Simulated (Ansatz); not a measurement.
Calculated 57Fe Mössbauer parameters for AlN with Fe replacing Al

Cell: a supercell of AlN (wurtzite type, P6_3mc) built from an entry of the Crystallography Open Database (COD), with the ions relaxed around the defect (PBE).

```
Fe Al N
1.0
     9.33900    0.00000    0.00000
    -3.11300    5.39187    0.00000
     0.00000    0.00000    9.96200
Fe Al N
1 23 24
Direct
  0.11077 0.33318 0.99986
  0.11111 0.33336 0.49844
  0.11036 0.83277 0.99997
  0.11082 0.83308 0.49958
  0.44504 0.33339 0.99978
  0.44481 0.33345 0.49962
  0.44600 0.83496 0.99960
  0.44501 0.83392 0.49964
  0.77754 0.33430 0.99982
  0.77756 0.33361 0.49957
  0.77679 0.83137 0.99968
  0.77743 0.83260 0.49957
  0.22301 0.16581 0.25054
  0.22230 0.16647 0.74811
  0.22317 0.66880 0.25044
  0.22244 0.66713 0.74816
  0.55574 0.16692 0.24955
  0.55568 0.16691 0.74987
  0.55526 0.66633 0.24960
  0.55560 0.66656 0.74961
  0.88728 0.16535 0.25050
  0.88854 0.16642 0.74794
  0.88894 0.66677 0.24968
  0.88879 0.66654 0.74939
  0.11100 0.33323 0.19706
  0.11109 0.33339 0.68972
  0.11120 0.83339 0.19068
  0.11048 0.83282 0.68995
  0.44442 0.33317 0.19060
  0.44483 0.33362 0.69021
  0.44468 0.83366 0.19050
  0.44509 0.83382 0.69033
  0.77793 0.33358 0.19060
  0.77762 0.33379 0.69012
  0.77755 0.83297 0.19052
  0.77759 0.83259 0.69019
  0.22261 0.16622 0.44116
  0.22537 0.16213 0.93833
  0.22277 0.66781 0.44113
  0.22591 0.67644 0.93840
  0.55570 0.16686 0.44025
  0.55644 0.16810 0.94071
  0.55543 0.66648 0.44032
  0.55491 0.66549 0.94054
  0.88805 0.16596 0.44122
  0.88157 0.16097 0.93821
  0.88886 0.66669 0.44026
  0.88893 0.66681 0.94044
```

Atoms are numbered from 1 in the order listed; like atoms form one site, named after its first atom.

The numbers come from a DFT calculation in Ansatz (PBE, plane waves and PAW, scalar-relativistic, collinear spin, 420 eV cutoff, Γ-centred 3×4×2 k-points, Fermi–Dirac smearing 0.01 eV). Start moments as typed (μB): 5 on each Fe, none on the rest. The program fits them to the shells of the files, so those used differ somewhat.

Isomer shifts (against α-Fe) follow from the electron density at the nucleus, δ = α(ρ − ρ₀), with α = -0.366 mm s⁻¹ a₀³ and ρ₀ = 14904.00 a₀⁻³ from a line fitted to 10 measured compounds at this level of theory (rms miss 0.11 mm/s). ΔE_Q = ½eQV_zz(1 + η²/3)^½ with Q = 0.160 b for the 14.4 keV state. B_c is the Fermi-contact field along the atom's own moment; orbital and dipolar fields are not included.

Q: Give the isomer shift and quadrupole splitting and contact field of each Fe site.

A: 

```tsv
site	atoms	first shell	ρ − ρ₀ (a₀⁻³)	δ (mm/s)	ΔE_Q (mm/s)	η	|m| (μB)	B_c (T)
Fe	1	4 N at 1.95–1.96 Å; also 1 N at 3.09 Å	-0.16	0.06	0.18	0.05	3.41	-23.4
```



The defect repeats with the cell of 48 atoms, so it feels its images: sites between two images don't show the values beside a lone defect, and zeros or small values of η there can come from the images' arrangement. With these PAW files V_zz is typically within 2 to 3 % of all-electron values, but misses above 10 % occur on Fe. Semilocal functionals underestimate the core's spin polarisation, so contact fields of ionic iron come out too small in magnitude.
